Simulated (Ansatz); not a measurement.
The end point of a relaxation of SiO2. Space group P4₂/mnm (No. 136), rutile type. All values below come from PBEsol (plane waves to 420 eV, PAW, scalar-relativistic; Ansatz, an electronic-structure program).

```cif
data_O4Si2
_chemical_formula_sum 'Si2 O4'
_space_group_name_H-M_alt 'P42/mnm'
_space_group_IT_number 136
_space_group_name_Hall '-P 4n 2n'
_cell_length_a 4.19449
_cell_length_b 4.19449
_cell_length_c 2.67824
_cell_angle_alpha 90.000
_cell_angle_beta 90.000
_cell_angle_gamma 90.000
loop_
_atom_site_label
_atom_site_type_symbol
_atom_site_symmetry_multiplicity
_atom_site_Wyckoff_symbol
_atom_site_fract_x
_atom_site_fract_y
_atom_site_fract_z
_atom_site_occupancy
Si1 Si 2 a 0.00000 0.00000 0.00000 1
O1 O 4 g 0.19395 0.19395 0.50000 1
```

**Question.** What band gap does PBEsol give?

**Answer.** 5.36 eV, direct at Γ (no spin-orbit coupling).

No spin polarisation in the result.

Measured for SiO2: a 4.179 Å (room temperature; as listed in Zenji Hiroi, Progress in Solid State Chemistry (2015)); c 2.6649 Å (room temperature; as listed in Zenji Hiroi, Progress in Solid State Chemistry (2015)). Computed minus measured — a: PBEsol +0.4 %; c: PBEsol +0.5 %. The computed values are for a static lattice.

The run could not lose the symmetry of its start.

It was reached from a disturbed copy of a I4/mmm (No. 139) cell, against which it lies -1.89 eV/atom.
